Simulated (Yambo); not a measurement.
Sc2Si2O7 (space group C2/m, No. 12): one transition space (4×4×4 mesh, 18 valence and 12 conduction bands, Tamm-Dancoff) with different kernels in Yambo, on PBEsol orbitals; field along x. BSE alone uses the static screening with 83 bands and a 3 Ry block; its scissor and those of RPA and TDDFT come from G0W0, that of the TDHF-type run from bare exchange. Axes are Cartesian, with cell vectors (Å) (3.26, -4.26, 0.00), (3.26, 4.26, 0.00), (-1.03, 0.00, 4.58).

```json
[
 {"kernel": "BSE (screened electron-hole attraction)", "scissor (eV)": "3.03", "direct gap with it (eV)": "7.57", "lowest state (eV)": "6.45 (weak)", "rough cost": "1 (with the screening)"},
 {"kernel": "RPA (no attraction)", "scissor (eV)": "3.03", "direct gap with it (eV)": "7.57", "lowest state (eV)": "7.57 (weak)", "rough cost": "about 1/2"},
 {"kernel": "TDHF-type (unscreened attraction, exchange-only scissor)", "scissor (eV)": "13.10", "direct gap with it (eV)": "17.64", "lowest state (eV)": "12.53 (dark)", "rough cost": "within a factor of two"}
]
```

Costs are rough.

RPA leaves the lowest state at the direct gap: no bound exciton. These are vertical excitations (zero momentum); the indirect quasiparticle gap, about 7.35 eV, is smaller than the direct one (7.57 eV on the GW mesh). Spin singlets only. Strong means a line over 3 % of the spectrum's maximum, dark under 0.03 %. Absolute energies carry the error of the G0W0 scissor, whose convergence isn't established; the long-wavelength screening was taken along (1,1,1) although the crystal is anisotropic. Convergence of the binding with the mesh was not shown.

Geometry of the Materials Project entry, not relaxed at this level; primitive cell a = b = 5.3625 Å, c = 4.6915 Å, α = β = 97.70°, γ = 105.12°.
